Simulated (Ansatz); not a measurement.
Method: DFT PBE, scalar-relativistic, plane waves, PAW (Ansatz 0.2.0). Settings: cutoff 420 eV, Γ-centred meshes spaced at most about 0.3 Å⁻¹, and about 0.25 Å⁻¹ or finer for metals (2π included), Gaussian smearing. No spin polarisation in the final relaxations.

Each of these unrelaxed guesses is relaxed in cell and atoms within its symmetry. A guess keeps its type if space group and coordination stay and the shape of the cell changes little (axis ratios within about 15 %, angles within 6°); the volume may change.

1. K2GeTe

```cif
data_structure
_symmetry_space_group_name_H-M 'P6/mmm'
_symmetry_Int_Tables_number 191
_cell_length_a 5.4884
_cell_length_b 5.4884
_cell_length_c 5.2125
_cell_angle_alpha 90.000
_cell_angle_beta 90.000
_cell_angle_gamma 120.000
_cell_volume 135.98
loop_
_atom_site_label
_atom_site_type_symbol
_atom_site_symmetry_multiplicity
_atom_site_Wyckoff_symbol
_atom_site_fract_x
_atom_site_fract_y
_atom_site_fract_z
_atom_site_occupancy
K1 K 2 c 0.33333 0.66667 0.00000 1
Ge1 Ge 1 a 0.00000 0.00000 0.00000 1
Te1 Te 1 b 0.00000 0.00000 0.50000 1
```

2. Si4N5

```cif
data_structure
_symmetry_space_group_name_H-M 'P-6m2'
_symmetry_Int_Tables_number 187
_cell_length_a 3.6196
_cell_length_b 3.6196
_cell_length_c 9.2761
_cell_angle_alpha 90.000
_cell_angle_beta 90.000
_cell_angle_gamma 120.000
_cell_volume 105.25
loop_
_atom_site_label
_atom_site_type_symbol
_atom_site_symmetry_multiplicity
_atom_site_Wyckoff_symbol
_atom_site_fract_x
_atom_site_fract_y
_atom_site_fract_z
_atom_site_occupancy
Si1 Si 2 g 0.00000 0.00000 0.24779 1
Si2 Si 1 f 0.66667 0.33333 0.50000 1
Si3 Si 1 e 0.66667 0.33333 0.00000 1
N1 N 2 h 0.33333 0.66667 0.37492 1
N2 N 2 h 0.33333 0.66667 0.87640 1
N3 N 1 b 0.00000 0.00000 0.50000 1
```

Task: Which guesses survive the relaxation?

Result: Guess 1 keeps its type.

| guess | kept | start group | end group | V start (Å³/atom) | V end | b/a and c/a, end over start | nearest neighbours start | nearest neighbours end |
| --- | --- | --- | --- | --- | --- | --- | --- | --- |
| 1 | yes | P6/mmm | P6/mmm | 34.0 | 43.9 | 1.00, 0.96 | Ge 2, K 6, Te 2 | Ge 2, K 6, Te 2 |
| 2 | no | P-6m2 | P-6m2 | 11.7 | 9.4 | 1.00, 1.68 | N 8/11, Si 6/7/9 | N 3, Si 3/6 |

Neighbours count within 15 % of an atom's shortest distance; end groups are read at 0.02 Å (0.05 Å in metals).

No dispersion correction is applied, so the spacing and binding between layers, chains or molecules are poorly described (Si4N5 P-6m2). Spin–orbit coupling, which can matter for Te, is left out. In Si4N5 P-6m2 an odd number of electrons in the primitive cell allows no gap without spin; a larger cell or a magnetic state could open one. Cells relaxed within their symmetry can be saddle points.

In counts of neighbours, a slash parts the counts of unlike sites.
